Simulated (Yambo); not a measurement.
## Convergence of the G0W0 gap of Na3MoO3F3

G0W0@PBEsol for Na$_{3}$MoO$_{3}$F$_{3}$ (space group R3, No. 146) in Yambo. Reference settings: 2×2×2 Γ-centred k mesh, bands 5 to 203 and a 7 Ry block in the screening, 203 bands in G with the Bruneval-Gonze terminator, plasmon pole fitted at 27.2 eV. The PBEsol gap L → Z on this mesh is 4.09 eV; G0W0 gaps are taken between the same points.

| change from the reference | G0W0 gap L → Z (eV) | shift of the valence edge (eV) | rough Yambo cost |
|---|---|---|---|
| reference settings | 7.23 | -1.22 | 1 |
| 88 bands in W, 88 bands in G | 7.41 | -1.08 | within a factor of two |
| 136 bands in W, 136 bands in G | 7.28 | -1.15 | within a factor of two |
| 136 bands in G | 7.24 | -1.21 | – |
| 88 bands in G | 7.27 | -1.20 | – |
| 105 bands in W | 7.31 | -1.13 | about 1/2 |
| 2 Ry block | 7.50 | -1.33 | within a factor of two |
| 3 Ry block | 7.43 | -1.27 | within a factor of two |
| 6 Ry block | 7.24 | -1.19 | within a factor of two |
| pole fitted at 15 eV | 7.14 | -1.12 | – |
| no random integration | 7.10 | -0.92 | – |
| 88 bands in G, no terminator | 7.47 | -0.62 | – |
| no terminator | 7.28 | -1.02 | – |
| 136 bands in G, no terminator | 7.35 | -0.86 | – |

The reference isn't shown to be the converged limit. Costs are rough (shared machines), scaled to the same edge states, and given only for runs that recompute the screening.

Spin-orbit splittings are left out.

Geometry of the Materials Project entry, not relaxed at this level; primitive cell a = b = c = 5.806 Å, α = β = γ = 57.29°.

A shift is the quasiparticle energy of the state minus its PBEsol energy.
